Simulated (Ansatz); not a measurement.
# P (Imma), axial (c/a) deformation path

The calculation used Ansatz, DFT PBEsol+D3(BJ), scalar-relativistic, plane waves, PAW. Cutoff 420 eV, Γ-centred 20×20×20 k-points, Gaussian smearing of 0.15 eV. No spin polarisation. Energies are free energies at this smearing, counted from the undisturbed cell; pressure is positive in compression.

The undisturbed cell (as given, not relaxed at this level; it stands at -4.5 GPa; this form isn't the usual structure):

```xyz
2
Lattice="-1.6915 2.5152 1.8589 1.6915 -2.5152 1.8589 1.6915 2.5152 -1.8589" Properties=species:S:1:pos:R:3 pbc="T T T"
P     0.0000    3.7727    0.1982
P     1.6915   -1.2576    1.6607
```

At fixed volume and fractional coordinates, lengths along (0.000, 0.000, 1.000) are scaled against those across it; ρ is that ratio over its starting value. The cell is metallic on the mesh throughout.

```tsv
ρ	ΔE (meV/atom)	pressure (GPa)
0.800	237.4	-5.2
0.850	133.6	-5.2
0.920	?	?
0.960	8.7	-4.9
1.000	0.0	-4.5
1.050	?	?
1.100	34.3	-3.7
1.200	110.2	-3.2
1.300	211.5	-2.8
```

(1) Give the withheld values.

Answers

(1) ΔE (meV/atom) at ρ = 0.920: 36.2; pressure (GPa) at ρ = 0.920: -5.1; ΔE (meV/atom) at ρ = 1.050: 9.7; pressure (GPa) at ρ = 1.050: -4.0.

Cost: 9 runs of about 7.6 core-minutes in all, on Intel Xeon Processor @ 2.50GHz (Skylake/Cascade Lake) (shared hosts).